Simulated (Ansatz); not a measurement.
Si in space group C2/m (No. 12; Si on 4i, Si on 4i, Si on 4i, Si on 4i) under volume change, the program Ansatz at the PBEsol level (PAW), shape and atoms relaxed at each volume.

| V (Å³/atom) | E − E(relaxed) (meV/atom) | P (GPa) |
|---|---|---|
| 18.937 | 52.1 | 9.60 |
| 19.561 | … | … |
| 20.185 | 5.2 | 2.75 |
| 20.810 | 0.0 | 0.00 |
| 21.434 | 4.7 | -2.36 |
| 22.058 | 17.9 | -4.38 |
| 22.682 | … | … |

Problem. Fill in the missing entries.

Solution. 
- 22.682, E − E(relaxed) (meV/atom): 38.4
- 22.682, P (GPa): -6.10
- 19.561, E − E(relaxed) (meV/atom): 22.0
- 19.561, P (GPa): 5.93

Problem. What does a third-order Birch–Murnaghan fit give for V₀, B₀ and B′?

Solution. V₀ = 20.81 Å³/atom, B₀ = 84.3 GPa, B′ = 4.0.

The first step of the workflow began from a Materials Project structure, measured or hypothetical; the Crystallography Open Database copy checked does not list it. It is not the phase usual at ambient conditions (space group No. 227). Symmetry was held in the PBEsol relaxation; whether a distortion lowers the energy is not shown.

Potentials: the earlier of the program's two PAW sets. The files were generated under PBE; for other functionals the program regenerates the frozen cores, and for LDA and PBEsol the local potential too.
